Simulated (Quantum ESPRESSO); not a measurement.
## Mg3ClFS2 (convergence and cost over cutoff and k mesh)

Computed values, not a measurement. The program is pw.x of Quantum ESPRESSO 7.5 (plane-wave density functional theory). The cell is made up: 7 atoms on a zincblende/diamond lattice with one site empty, with randomly drawn elements, strain and displacements, not relaxed. PseudoDojo standard norm-conserving files (v0.5 for PBE, v0.4.1 for LDA and PBEsol) set the functional; there is no spin polarisation, spin-orbit coupling or dispersion term, and the masses in the input are unused placeholders.

Input of the run in row 4:

```
&control calculation='scf', pseudo_dir='./dojo.nc.sr.pbe.v0_5.standard.upf', outdir='./o', disk_io='medium', tprnfor=.true., tstress=.true. /
&system ibrav=0, nat=7, ntyp=4, nbnd=34, ecutwfc=84.00895049, nosym=.true., tot_charge=0,
 occupations='smearing', smearing='fd', degauss=0.0018374661
/
&electrons conv_thr=7.350e-09, electron_maxstep=60, /
ATOMIC_SPECIES
Cl 1.0 Cl.upf
F 1.0 F.upf
Mg 1.0 Mg.upf
S 1.0 S.upf
CELL_PARAMETERS angstrom
5.375 0.0339 -0.0441
0.0339 5.3245 0.019
-0.0441 0.019 5.2521
ATOMIC_POSITIONS angstrom
Mg 0.0827 0.1981 0.0642
Mg -0.0074 2.6814 2.5849
Mg 2.7053 2.6945 -0.1563
Cl 1.3823 1.4068 1.3809
F 1.3656 4.108 3.9981
S 4.0965 1.3115 3.9753
S 4.0867 4.0771 1.3863
K_POINTS automatic
4 4 4 1 1 1
```

The same cell was run at these settings. Meshes are shifted by half a step, and differences are from the last row, which is itself not exact.

| cutoff (eV) | k mesh | k points solved | threshold (eV) | free energy less the last row's (eV) | pressure (GPa) | largest stress difference (GPa) | largest force difference (eV/Å) | iterations | wall time (s) | k-point pools | processor |
| --- | --- | --- | --- | --- | --- | --- | --- | --- | --- | --- | --- |
| 800 | 2 x 2 x 2 | 4 | 1e-04 | 2.374 | -14.54 | 20.06 | 0.019 | 6 | 31 | 1 | AMD EPYC, Zen 5 class |
| 1143 | 1 x 1 x 1 | 1 | 1e-07 | 1.227 | 7.71 | 3.00 | 0.297 | 10 | 22 | 1 | AMD EPYC, Zen 5 class |
| 704 | 4 x 4 x 4 | 32 | 1e-07 | 8.865 | -50.75 | 56.20 | 0.065 | 10 | 104 | 1 | AMD EPYC, Zen 5 class |
| 1143 | 4 x 4 x 4 | 32 | 1e-07 | 0.002 | 5.41 | 0.01 | 0.010 | 10 | 218 | 1 | AMD EPYC, Zen 5 class |
| 1437 | 6 x 6 x 6 | 108 | 1e-07 | 0.000 | 5.42 | 0.00 | 0.000 | 10 | 1221 | 1 | AMD EPYC, Zen 5 class |

Each pool is one process. Wall times include start-up and a band step at six k points, which weighs most on the coarsest meshes. The runs were on shared virtual cores whose load varied, so times are rough.